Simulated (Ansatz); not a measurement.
This cell of CdTe (zinc blende) is off equilibrium:

```xyz
2
Lattice="0.0000 3.2646 3.2646 3.2646 0.0000 3.2646 3.2646 3.2646 0.0000" Properties=species:S:1:pos:R:3 pbc="T T T"
Te     4.8969     4.8969     4.8969
Cd     0.0000     0.0000     0.0000
```

The numbers are results of PBE (plane waves to 420 eV, PAW, scalar-relativistic; Ansatz, a first-principles code), not measurements. k mesh 9×9×9 (Γ-centred), Fermi-Dirac smearing 0.05 eV. Energies are smeared free energies. Stress and pressure are positive under compression. CdTe was relaxed with its symmetry unable to fall. Spin-orbit coupling is left out, though Te is heavy. The PAW data are Ansatz's earlier set.

What is the stress tensor (GPa)?


```
   1.58     0.00     0.00
   0.00     1.58     0.00
   0.00     0.00     1.58
```
The pressure, a third of the trace, is 1.58 GPa.

It is the relaxed cell scaled evenly to V/V₀ = 0.960, atoms relaxed where free. What is its energy relative to the relaxed cell?

6.9 meV/atom.

(A scan under strain: stresses follow from slopes of the energy per volume, elastic moduli from its curvatures.)
